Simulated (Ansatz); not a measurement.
## NiAs-type HfN

The computed numbers are results of PBEsol, scalar-relativistic (no spin polarisation) in the plane-wave PAW code Ansatz at 420 eV, Γ-centred 10×10×8 mesh, 0.05 eV Gaussian smearing; PAW files: Ansatz's generated set soft_2.

```
CELL_PARAMETERS angstrom
3.12412 0.00000 0.00000
-1.56206 2.70557 0.00000
0.00000 0.00000 5.61354
ATOMIC_POSITIONS crystal
Hf 0.00000 0.00000 0.00000
Hf 0.00000 0.00000 0.50000
N 0.33333 0.66667 0.25000
N 0.66667 0.33333 0.75000
```

This is a trial structure; measured cells of the compound in the Crystallography Open Database are in space group Fm-3m (rock salt).

Q: Which orbitals carry the states at the Fermi level, and how many states are there?

A: Within 0.1 eV of it: Hf 5d 84 %, N 2p 13 % (shares among the projected shells). The density of states at the Fermi level is about 1.5 states/eV per cell, averaged over 0.3 eV.

Density of states (tetrahedra, averaged over 0.3 eV; states/eV per cell of 4 atoms; energy in eV from the Fermi level; projections on Löwdin-orthogonalised atomic orbitals, summed over sites):

```csv
E,total,Hf 5d,N 2p,Hf 6s,N 2s,Hf 5p
-6.70,2.76,0.76,1.57,0.30,0.04,0.05
-6.40,3.27,1.05,1.87,0.19,0.04,0.07
-6.10,1.92,0.63,1.11,0.09,0.04,0.04
-5.80,1.90,0.63,1.15,0.06,0.03,0.02
-5.50,2.42,0.78,1.52,0.05,0.02,0.03
-5.20,3.17,0.99,2.04,0.04,0.03,0.04
-4.90,4.22,1.16,2.84,0.05,0.05,0.07
-4.60,4.00,0.99,2.78,0.05,0.05,0.08
-4.30,3.50,0.76,2.53,0.05,0.03,0.08
-4.00,2.65,0.53,1.97,0.03,0.02,0.06
-3.70,3.73,0.68,2.86,0.02,0.03,0.08
-3.40,1.39,0.26,1.07,0.00,0.01,0.02
-3.10,0.58,0.11,0.45,0.00,0.00,0.01
-2.80,0.18,0.04,0.14,0.00,0.00,0.00
-2.50,0.18,0.10,0.07,0.00,0.00,0.00
-2.20,0.51,0.40,0.09,0.01,0.00,0.00
-1.90,0.71,0.57,0.11,0.01,0.00,0.00
-1.60,0.74,0.60,0.12,0.01,0.00,0.00
-1.30,0.78,0.63,0.12,0.01,0.00,0.00
-1.00,0.82,0.66,0.13,0.01,0.01,0.00
-0.70,0.89,0.72,0.13,0.01,0.01,0.00
-0.40,1.02,0.82,0.14,0.02,0.01,0.00
-0.10,1.30,1.06,0.16,0.03,0.01,0.01
0.20,1.81,1.50,0.21,0.05,0.01,0.01
0.50,1.67,1.41,0.17,0.04,0.01,0.00
0.80,2.07,1.71,0.24,0.04,0.03,0.00
1.10,2.17,1.81,0.27,0.03,0.02,0.00
1.40,1.91,1.51,0.30,0.04,0.03,0.00
1.70,1.58,1.25,0.23,0.04,0.03,0.00
2.00,1.54,1.22,0.21,0.04,0.02,0.00
2.30,1.47,1.17,0.19,0.04,0.03,0.00
2.60,1.61,1.25,0.21,0.06,0.05,0.00
2.90,1.92,1.44,0.26,0.09,0.07,0.00
3.20,2.32,1.70,0.31,0.12,0.10,0.01
3.50,2.10,1.46,0.25,0.16,0.15,0.01
3.80,2.18,1.49,0.27,0.16,0.17,0.01
4.10,2.46,1.72,0.28,0.16,0.18,0.01
```

A formal count (Hf⁴⁺, N³⁻) leaves 1 electron a formula unit beyond the anions' closed shells. It goes into the bands above the anion p states, which fits the metal found.

No spin–orbit coupling, a notable omission for heavy elements.
